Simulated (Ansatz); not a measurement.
Ca:
```yaml
crystal:
  lattice:
    - [3.49304, 0.00000, 0.00000]
    - [0.00000, 3.49304, 0.00000]
    - [0.00000, 0.00000, 3.49304]
  atoms:
    - { symbol: Ca, position: [0.00000, 0.00000, 0.00000] }
```

Relaxed with r²SCAN.

Task: List the phonon frequencies at the special points (DFPT on a 4×4×4 q-mesh, Fourier-interpolated; r²SCAN (plane waves, PAW; program Ansatz)).

Result: In cm⁻¹.

```json
[
 {"q": "Γ", "frequencies": "0 0 0"},
 {"q": "X", "frequencies": "71i 71i 180"},
 {"q": "M", "frequencies": "99i 187 187"},
 {"q": "R", "frequencies": "185 185 185"}
]
```

Space group Pm-3m (simple cubic). This is a known high-pressure phase of the composition, computed here at zero pressure and temperature. The cell was relaxed with r²SCAN under the symmetry of its start. At this level the phase is dynamically unstable (imaginary phonons). As this level gives no gap, phonon frequencies hold no LO–TO term and depend on the k-mesh and smearing (Fermi–Dirac, 0.1 eV here).

Potentials: the later of the program's two PAW sets.
